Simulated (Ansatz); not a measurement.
BAs:
```yaml
crystal:
  lattice:
    - [3.45873, 0.00000, 0.00000]
    - [-1.72937, 2.99535, 0.00000]
    - [0.00000, 0.00000, 7.48156]
  atoms:
    - { symbol: B, position: [0.00000, 0.50000, 0.33333] }
    - { symbol: B, position: [0.50000, 0.50000, 0.66667] }
    - { symbol: B, position: [0.50000, 0.00000, 0.00000] }
    - { symbol: As, position: [0.00000, 0.50000, 0.83333] }
    - { symbol: As, position: [0.50000, 0.50000, 0.16667] }
    - { symbol: As, position: [0.50000, 0.00000, 0.50000] }
```

PBE (plane waves, PAW; program Ansatz) gives a gap of 0.48 eV without spin–orbit coupling, maximum at Γ, minimum at M.

Question: What happens when spin–orbit coupling is switched on?

Answer: The gap drops by 0.01 eV, to 0.47 eV; maximum on the Γ–M line, 2 % of the way from Γ, minimum at M. The small gap may have closed and reopened with inverted band order, as semilocal functionals often give for heavy narrow-gap crystals.

Space group P6_422. The start of the workflow was typed in or built on a structure type; neither database checked (COD, Materials Project) lists it. It is not the phase usual at ambient conditions (space group No. 216). Symmetry was held in the PBE relaxation; its stability against distortions is not shown here. Its formation energy is positive at this level, so the cell may be metastable or incomplete.

Potentials: the later of the program's two PAW sets.
